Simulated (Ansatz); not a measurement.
# Cold compression of Zn (bcc type)

```xyz
1
Lattice="-1.5307 1.5307 1.5307 1.5307 -1.5307 1.5307 1.5307 1.5307 -1.5307" Properties=species:S:1:pos:R:3 pbc="T T T"
Zn    0.0000    0.0000    0.0000
```

The cell comes from a relaxation on PAW files under the same functional, begun from a prototype that needn't be the stable phase.

Its volume is scaled at fixed shape and fractional positions.

All numbers are PBEsol results (scalar-relativistic) from Ansatz 0.2.0, with a Γ-centred 19×19×19 k mesh, Fermi–Dirac smearing of 0.05 eV, no spin polarisation. Methods: LAPW: all electrons, basis error target 1 meV/atom; PAW: frozen-core files, cutoff 420 eV; crystal datasets: all electrons, by PAW datasets that the program makes for each cell; norm-conserving: pseudopotentials, cutoff 1143 eV; PAW (cutoff 250 eV): frozen-core files, cutoff 250 eV.

Energies are extrapolated to zero smearing and count from the unscaled cell; pressure is positive in compression; gaps take the mesh and a band path. No temperature or zero-point motion is included.

The PAW files were made under PBE. The structure type is held throughout; the real material can change phase at far lower pressure.

```tsv
V/V0	V (Å³/atom)	P LAPW (GPa)	ΔE LAPW (eV/atom)	P PAW − LAPW (GPa)	ΔE PAW − LAPW (meV/atom)
1.00	14.35	0.01	0.000	0.00	0.0
0.90	12.91	11.30	0.045	0.03	0.1
0.80	11.48	32.4	0.231	-0.01	0.4
0.70	10.04	?	?	?	?
0.60	8.61	154.5	1.658	0.09	0.4
0.50	7.17	331.4	3.728	-0.08	0.3
0.40	5.74	755.9	8.299	-0.56	-0.6
```

Problem. Fit the Vinet equation to the LAPW pressures shown (residuals weighted by 1/(|P| + 0.03·Pmax)), and predict the pressure of the withheld row.

Solution. The fit gives V0 = 14.38 Å³/atom, B0 = 74.7 GPa and B0′ = 5.86. At 10.04 Å³/atom, x = (V/V0)^(1/3) = 0.8872, and P = 3·B0·(1 − x)/x²·exp[1.5·(B0′ − 1)·(1 − x)] = 73.2 GPa. The run itself gave 73.1 GPa (+0.2 % off) and ΔE = 0.683 eV/atom.

Problem. At the smallest volume, how far do crystal datasets and norm-conserving and PAW (cutoff 250 eV) lie from LAPW in pressure?

Solution. crystal datasets: 0.00 GPa; norm-conserving: +2.01 GPa; PAW (cutoff 250 eV): +57.41 GPa, on a LAPW pressure of 755.9 GPa.
